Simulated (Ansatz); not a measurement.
## NaTlO3: reading a single point

```
Na Tl O
1.0
     2.75063    3.04722    0.00000
     2.75063   -3.04722    0.00000
     0.00000    0.00000   -3.87480
Na Tl O
1 1 3
Direct
  0.00000 0.00000 0.00000
  0.50000 0.50000 0.50000
  0.00000 0.00000 0.50000
  0.50000 0.00000 0.00000
  0.00000 0.50000 0.00000
```

Single point in Ansatz 0.2.0 with PBEsol, spin-orbit coupling. Cutoff 420 eV, PAW datasets, 5×5×6 Γ-centred k mesh, gaussian filling (width 0.2456 eV).

The state carries no moments; the state need not be the lowest.

(1) What is the formation energy?

(2) Is the cell too large or too small?

(3) How is the charge shared?

(4) Metal or insulator?

Origin: a known structure type with other elements, at an estimated volume, so it need not be a known compound. Caveats: the k mesh is coarse if the cell is a metal; wide smearing.

## Answers

(1) 0.47 eV an atom against the elements' usual phases (free molecules for gases, crystals otherwise, with no correction for O₂ or N₂), so at this geometry it isn't bound against them. Relaxing would lower it.

(2) The pressure is 1.2 GPa (compression positive), so with the atoms held at these fractions the cell would first expand. The principal stresses -6.1, 2.4, 7.2 GPa differ, so its shape would change too.

(3) Bader charges in e: Na +0.82, Tl +1.21, O -0.69 to -0.66. In the mean Tl gives up most and O takes most.

(4) It is a metal, with about 8.6 states/eV a cell as the mean within 0.25 eV of the Fermi level, mostly O p (97 %).
